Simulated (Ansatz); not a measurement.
Computed properties of WC

WC:
```
CELL_PARAMETERS angstrom
      0.00000     2.16150     2.16150
      2.16150     0.00000     2.16150
      2.16150     2.16150     0.00000
ATOMIC_POSITIONS crystal
  W  0.00000 0.00000 0.00000
  C  0.50000 0.50000 0.50000
```

Space group Fm-3m (No. 225), rock salt; conventional cell a = b = c = 4.3230 Å, α = β = γ = 90.00°.

Method: the program Ansatz at the LDA level (PAW). Geometry: relaxed at this level of theory. Other levels are named where they apply.

### Cell and energy

| Property | Result |
|---|---|
| Volume per atom | 10.10 Å³ |
| Density | 16.10 g/cm³ |
| Formation energy from the elements (no fitted shifts) | 19 kJ/mol-atom |

### Electronic structure

| Quantity | Result |
|---|---|
| Electronic character | metallic (no gap) |
| Density of states at the Fermi level | 0.53 states/eV per atom (mean over ±0.08 eV) |

### Mechanics

| Item | Result |
|---|---|
| Bulk modulus (Birch–Murnaghan fit) | 405 GPa |
| Pressure derivative B′ | 4.3 |
| Elastic constants (relaxed ions, GPa) | C11 = 842, C12 = 187, C44 = 126 |
| Mechanical stability | stable (all eigenvalues of C positive) |
| Hill bulk and shear moduli | 406 and 187 GPa |
| Young's modulus | 486 GPa |
| Poisson's ratio | 0.30 |
| Debye temperature from the elastic constants | 524 K |

### Phonons

| Property | Result |
|---|---|
| Highest zone-centre frequency | 52.7 meV |
| Zone-centre stability | no imaginary mode at Γ |

The workflow started from a Materials Project entry (that database holds measured and hypothetical structures alike); the Crystallography Open Database copy checked does not list it. It is not the phase usual at ambient conditions (space group No. 187). The cell was relaxed with LDA under the symmetry of its start. The run is not spin-polarised. Its formation energy is positive at this level, so the cell may be metastable or incomplete. As this level gives no gap, shear constants depend on the k-mesh and smearing (Fermi–Dirac, 0.1 eV here). As this level gives no gap, phonon frequencies hold no LO–TO term and depend on the k-mesh and smearing (Fermi–Dirac, 0.1 eV here). The references are the lowest solids computed at this level, not always the standard phases. Scalar-relativistic: spin–orbit coupling is off unless named, which matters more the heavier the elements.

Potentials: the earlier of the program's two PAW sets. The files were generated under PBE; for other functionals the program regenerates the frozen cores, and for LDA and PBEsol the local potential too.
